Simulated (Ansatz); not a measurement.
Values for one crystal, relaxed and computed with PBEsol (plane waves, PAW; program Ansatz); other levels are named.

```yaml
volume_per_atom: 12.08 Å³
electronic_character: metallic (no gap)
highest_zone_centre_frequency: 571 cm⁻¹
Gap with spin–orbit coupling: none (metallic)
Pressure derivative B′: 4.6
Bulk modulus (Birch–Murnaghan fit): 204 GPa
zone_centre_stability: no imaginary mode at Γ
```

Task: Pick the material that matches.
A) NbSiO, P4/nmm (Nb on 2c, Si on 2a, O on 2c)
B) Ti3O5, C2/m (Pearson symbol mS32)
C) SiRh, Pnma (Si on 4c, Rh on 4c)
D) SiNi3, Cu3Au type

Result: A, NbSiO, P4/nmm (Nb on 2c, Si on 2a, O on 2c)

The start of the workflow was typed in or built on a structure type; neither database checked (COD, Materials Project) lists it. Whether it is the stable phase at ambient conditions was not checked. The cell was relaxed with PBEsol under the symmetry of its start. The workflow began spin-polarised and lost its moments. As this level gives no gap, phonon frequencies hold no LO–TO term and depend on the k-mesh and smearing (Fermi–Dirac, 0.1 eV here). Spin–orbit coupling is left out wherever it is not named.

Potentials: the later of the program's two PAW sets.
